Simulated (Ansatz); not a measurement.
Values for one crystal, relaxed and computed with r²SCAN (plane waves, PAW; program Ansatz); other levels are named.

| Quantity | Value |
|---|---|
| Volume per atom | 13.02 Å³ |
| Band gap | 2.66 eV (indirect) |
| Smallest direct gap on the standard path | 3.09 eV |
| Electronic dielectric constant ε∞ (DFPT) | 5.59 (xx), 5.37 (yy), 4.93 (zz) |
| Electron effective mass | 0.55, 0.91, 1.4 mₑ (principal values) |
| Bulk modulus (Birch–Murnaghan fit) | 111 GPa |
| Hole effective mass | 0.91, 1.6, 2.4 mₑ (principal values) |

Task: Pick the material that matches.
(A) MgAl3N3O, Pm (Pearson symbol mP8)
(B) SiO2, rutile
(C) BaTiO3, Amm2 (Ba on 2a, Ti on 2b, O on 4e, O on 2a)
(D) MgO, rock salt

Result: C, BaTiO3, Amm2 (Ba on 2a, Ti on 2b, O on 4e, O on 2a)

This is a known low-temperature phase of the composition, computed here at zero pressure and temperature. Symmetry was held in the r²SCAN relaxation. At this level the phase is dynamically unstable (imaginary phonons). No spin polarisation was allowed. Spin–orbit coupling is left out wherever it is not named.

Potentials: the earlier of the program's two PAW sets.
